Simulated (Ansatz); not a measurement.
AlGaAs2:
```yaml
crystal:
  lattice:
    - [2.00599, 1.15816, 6.54973]
    - [-2.00599, 1.15816, 6.54973]
    - [0.00000, -2.31632, 6.54973]
  atoms:
    - { symbol: Al, position: [0.99971, 0.99971, 0.99971] }
    - { symbol: Ga, position: [0.50020, 0.50020, 0.50020] }
    - { symbol: As, position: [0.12487, 0.12487, 0.12487] }
    - { symbol: As, position: [0.62524, 0.62524, 0.62524] }
```

Relaxed with r²SCAN.

**Question.** Map the electron localisation function on the plane through (1.000, 1.000, 1.000) spanned by u = [1, 0, 0] and v = [-1, 1, 1] in lattice vectors, from the program Ansatz at the r²SCAN level (PAW).

**Answer.** x is the fraction of u, y of v (the angle between them is 55°; rows are the nearest grid lines); atoms in the plane: Al at (0.00, 0.00), Ga at (0.00, 0.50), As at (0.25, 0.13), As at (0.25, 0.63).
```
|   :%@@@%#********+-.      .:::.  : |
|    .=*####******+=-..      ..::..  |
|.  ..-=+++++++++==-:..       ..::::.|
|#%@@@%#+-::::::::...           .:=*#|
|#%@@@@@%#+-.                    :-+#|
|*#%%%%%%%#*=:.                 ..-=*|
|*##########*=:.            ......:=*|
|+###*+=-=+***+=:.       ...::::::-=+|
|=*###+-...:=***+-.      ..::::::::-=|
|:-+#%#*-...:=****=:      .:-::::::::|
|.:-+%%#*-:::=**#*+-.     .::::::. ..|
|  .:-*%%#**++*###*+-.     .:::::.   |
|    ::=*##*****##*+=:.     ..::::.  |
|.. .:::-==++++++++=-:.       ..::::.|
|::::::::-----====--:..        .:::::|
|=========:.. .....             ..-==|
|+##%%%%%#*=:.                   .:=+|
|**#########*=:.           ......:-=*|
|*###*****#***=:.         .......:-+*|
|#%%#*+-:::=***+-.       ..:::::::=*#|
|#@@@%#=::-.-+***=:.     ..:----:.:=#|
|.*@@@@%*=:::=****+-.     .:---:.   .|
| .#@@@%%*+--=**#**=:     ..:--:.  . |
|   :%@@@%#********+-.      .:::.  : |
```
Scale: ten equal steps from -0.018 (start of ' ') to 0.931 (end of '@'), in the order ' .:-=+*#%@'; x runs from 0.000 to 1.00, y from 0.000 (bottom) to 1.00 (top).

The density is the valence pseudo-density with augmentation charge, so density and ELF within about 1 Å of a nucleus are not all-electron values.

Space group R3m. The workflow started from a Materials Project entry (that database holds measured and hypothetical structures alike); the Crystallography Open Database copy checked does not list it. With Al and Ga taken as one species the cell has the higher symmetry F-43m, so it may be an ordered model of a mixed-site phase. Whether it is the stable phase at ambient conditions was not checked. The r²SCAN relaxation kept the symmetry of its start; whether a distortion lowers the energy is not shown.

Potentials: the later of the program's two PAW sets.
